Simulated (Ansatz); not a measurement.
Question: Name crystals whose computed values (PBEsol in the plane-wave PAW code Ansatz) fall in these windows: B₀ by P(V) fit (GPa) 150 to 200; highest Γ mode, no LO–TO term (cm⁻¹) 170 to 220.

Answer: 

| crystal | B₀ by P(V) fit (GPa) | highest Γ mode, no LO–TO term (cm⁻¹) |
|---|---|---|
| ZrPt, Cmcm (Zr on 4c, Pt on 4c) | 178 | 193 |
| Nb3Sn, A15 (Cr3Si type) | 176 | 209 |
| GaNi, CsCl type | 176 | 213 |
| CuAu, L1₀ or tetragonal B2 | 171 | 204 |
| InPd3, Cu3Au type | 172 | 205 |
Others may fit too.

Standing as an ambient phase not checked: ZrPt, Cmcm (Zr on 4c, Pt on 4c); GaNi, CsCl type; InPd3, Cu3Au type. Perhaps ordered models of mixed-site phases: InPd3, Cu3Au type. All cells were relaxed under the symmetry of their starts (and spin orders); stability against distortions was not tested throughout. Rows with no word on spin ran without spin polarisation. Scalar-relativistic: spin–orbit coupling is off unless named, which matters more the heavier the elements.

Potentials: the later of the program's two PAW sets.
